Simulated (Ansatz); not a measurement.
Relaxed-ion elastic tensor of Rb (bcc (W type), space group No. 229) in GPa (Voigt order), DFT-PBEsol in the program Ansatz with PAW potentials; density 1.64 g/cm³, 86.53 Å³ per atom.

```tsv
	1	2	3	4	5	6
1	3.2	2.7	2.7	0.0	0.0	0.0
2	2.7	3.2	2.7	0.0	0.0	0.0
3	2.7	2.7	3.2	0.0	0.0	0.0
4	0.0	0.0	0.0	2.1	0.0	0.0
5	0.0	0.0	0.0	0.0	2.1	0.0
6	0.0	0.0	0.0	0.0	0.0	2.1
```

**Question.** Is the crystal mechanically stable?

**Answer.** Yes: the smallest eigenvalue of C is 0.5 GPa.

**Question.** Work out the Voigt, Reuss and Hill averages.

**Answer.** K_V = 2.9, K_R = 2.9, K_H = 2.9; G_V = 1.4, G_R = 0.5, G_H = 0.9 GPa.

**Question.** Give Young's modulus, Poisson's ratio, Pugh's ratio and the universal anisotropy index.

**Answer.** E = 9KG/(3K + G) = 2.5 GPa; ν = 0.35; K/G = 3.09 (ductile by the Pugh limit of 1.75); A_U = 5G_V/G_R + K_V/K_R − 6 = 8.62.

**Question.** Estimate the sound speeds and the Debye temperature.

**Answer.** v_l = √((K + 4G/3)/ρ) = 1590 m/s, v_t = √(G/ρ) = 756 m/s, mean 850 m/s; Θ = (h/k)(3n/4πV)^(1/3) v_m = 57.2 K.

**Question.** Give the Zener ratio and Young's modulus along [100], [110] and [111].

**Answer.** A = 2C44/(C11 − C12) = 9.07; 1/E = S11 − 2(S11 − S12 − S44/2)Γ with Γ = 0, 1/4, 1/3 gives 0.7, 2.0, 5.1 GPa.

**Question.** Solve the Christoffel equation for the three sound speeds along [100], [110], [111].

**Answer.** Eigenvalues of C_ijkl n_j n_l equal ρv². In km/s, slowest first: [100] 1.14, 1.14, 1.40; [110] 0.38, 1.14, 1.76; [111] 0.73, 0.73, 1.87.

Space group Im-3m (bcc (W type)). The cell was relaxed with PBEsol under the symmetry of its start. As this level gives no gap, shear constants depend on the k-mesh and smearing (Fermi–Dirac, 0.1 eV here).

Potentials: the later of the program's two PAW sets.
